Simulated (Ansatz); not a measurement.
**AlGeRu: reading a single point**

```yaml
crystal:
  lattice:
    - [4.27932, 0.00000, 0.00000]
    - [-2.13966, 3.70600, 0.00000]
    - [0.00000, 0.00000, 5.38052]
  atoms:
    - { symbol: Ge, position: [0.33330, 0.66670, 0.75000] }
    - { symbol: Ge, position: [0.66660, 0.33330, 0.25000] }
    - { symbol: Ru, position: [0.33330, 0.66670, 0.25000] }
    - { symbol: Ru, position: [0.66660, 0.33330, 0.75000] }
    - { symbol: Al, position: [0.00000, 0.00000, 0.00000] }
    - { symbol: Al, position: [0.00000, 0.00000, 0.50000] }
```

Single point in Ansatz 0.2.0 with r2SCAN, no spin polarisation. Cutoff 500 eV, PAW datasets, 9×9×6 Γ-centred k mesh, fermi-dirac filling (width 0.1 eV).

Question: Metal or insulator?

Answer: It is a metal, with about 3.5 states/eV a cell as the mean within 0.25 eV of the Fermi level, mostly Ru d (52 %), Ge p (21 %) and Al p (12 %).

Question: Give the Bader charges.

Answer: Bader charges in e: Al +1.55, Ge -0.22, Ru -1.34. In the mean Al gives up most and Ru takes most.

Question: Are the atoms at rest?

Answer: The forces vanish by the symmetry of the sites.

Question: What does the stress say?

Answer: The pressure is 3.0 GPa (compression positive), so with the atoms held at these fractions the cell would first expand. The principal stresses 0.5, 4.2, 4.2 GPa differ, so its shape would change too.

Question: What do density and ELF say about some of the short contacts?

Answer: Ge–Ru at 2.47 Å: least valence density 0.50 e/Å³ and ELF 0.46 there. Both are smooth PAW fields, read partly inside the augmentation spheres.

Origin: a known structure type with other elements, at an estimated volume, so it need not be a known compound.
